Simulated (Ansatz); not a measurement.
ZnO:
```cif
data_O2Zn2
_chemical_formula_sum 'Zn2 O2'
_space_group_name_H-M_alt 'P63mc'
_space_group_IT_number 186
_space_group_name_Hall 'P 6c -2c'
_cell_length_a 3.18669
_cell_length_b 3.18669
_cell_length_c 5.15258
_cell_angle_alpha 90.000
_cell_angle_beta 90.000
_cell_angle_gamma 120.000
loop_
_atom_site_label
_atom_site_type_symbol
_atom_site_symmetry_multiplicity
_atom_site_Wyckoff_symbol
_atom_site_fract_x
_atom_site_fract_y
_atom_site_fract_z
_atom_site_occupancy
Zn1 Zn 2 b 0.66667 0.33333 0.00179 1
O1 O 2 b 0.33333 0.66667 0.12341 1
```

Relaxed with LDA.

Q: Decompose the optical modes at the zone centre into irreducible representations, and say which are infrared and Raman allowed.

A: Point group 6mm: Γ_opt = A1 + 2B1 + E1 + 2E2. Infrared: A1, E1. Raman: A1, E1, E2.

Q: Assign frequencies (DFPT, LDA in the plane-wave PAW code Ansatz; without the LO–TO term).

A: E2 90, B1 261, A1 390, E1 409, E2 441, B1 553 cm⁻¹.

Subscripts of B labels follow the axes of the standard setting.

Space group P6_3mc (wurtzite). The LDA relaxation kept the symmetry of its start; phonons on a q-mesh show no instability.

Potentials: the later of the program's two PAW sets.
